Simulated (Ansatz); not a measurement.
**Ionic part of the dielectric constant of PdPt2S6, mode by mode**

These are results of DFT PBE, scalar-relativistic, plane waves, PAW in Ansatz, not measurements. Plane waves to 420 eV; Γ-centred k mesh 6×6×6; fixed occupations. No spin polarisation. Phonons by linear response, acoustic sum rule imposed.

Space group R-3 (No. 148), trigonal, a = 6.183 Å, c = 19.404 Å. Pd has 6 S at 2.40 Å; Pt is surrounded by 6 S at 2.40 Å; S has 2 Pt at 2.40 Å and 1 Pd at 2.40 Å.

It was reached by relaxing an invented guess, and it needn't be the stable form of this composition. Spin–orbit coupling is left out, which matters for heavy elements. No dispersion correction is applied, so modes and constants that involve weak contacts between layers, chains or molecules come out too soft.

The primitive cell has V = 214.15 Å³ and ε∞,xx = 14.203. Each polar mode adds Δε = (4.92064×10⁷/V)·S/ν² along x, with S its oscillator strength in e²/amu, ν in cm⁻¹ and V in Å³.

**Question.** From these modes, find each Δε and ε0,xx.
```
ν (cm⁻¹)  S_xx (e²/amu)
  189.38        0.00157
  271.30        0.00614
  300.53         0.2546
  311.10         0.2532
```

**Answer.**
```
ν (cm⁻¹)    Δε
  189.38  0.01
  271.30  0.02
  300.53  0.65
  311.10  0.60
```

The sum is 1.28, so ε0,xx = 15.48; the run's tensor has 15.48.

**Question.** Where do the longitudinal modes lie for a wave vector along x?

**Answer.** At 189.44, 271.43, 304.05, 320.79 cm⁻¹. The Lyddane–Sachs–Teller product Π(ν_LO/ν_TO)² = 1.09 agrees with ε0/ε∞ = 1.09.
